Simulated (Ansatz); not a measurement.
CaF$_{2}$ in space group Pmc2_1 (No. 26; Ca on 2a, F on 2b, F on 2a), DFT-r²SCAN in the program Ansatz with PAW potentials. The conduction-band minimum lies at Γ, with 1 equivalent valley. Second derivatives d²E/dk² of the lowest band at one valley (eV·Å²), along Cartesian directions:

```
direction  d²E/dk²
---------  -------
[100]        13.15
[010]        6.499
[001]        10.07
[110]        9.823
[101]        11.61
[011]        8.284
```

Q: Find the principal effective masses, the density-of-states mass and the conductivity mass.

A: Off-diagonal terms follow from H_xy = H[110] − (H_xx + H_yy)/2, and m*/mₑ = 7.620 eV·Å² over each eigenvalue: 0.58, 0.76, 1.2. One valley's DOS mass (m₁m₂m₃)^(1/3) = 0.80, conductivity mass 3/(Σ 1/mᵢ) = 0.77 mₑ.

Q: What effective density of states Nc follows at 300 K for parabolic valleys?

A: Nc = 2.509e19 × 1 × (0.80)^(3/2) ≈ 1.8e19 cm⁻³.

The workflow started from a Materials Project entry (that database holds measured and hypothetical structures alike); the Crystallography Open Database copy checked does not list it. It is not the phase usual at ambient conditions (space group No. 225). Symmetry was held in the r²SCAN relaxation; its stability against distortions is not shown here.

Potentials: the later of the program's two PAW sets.

Edges and masses are those of Kohn–Sham bands, whose gap is no quasiparticle gap.
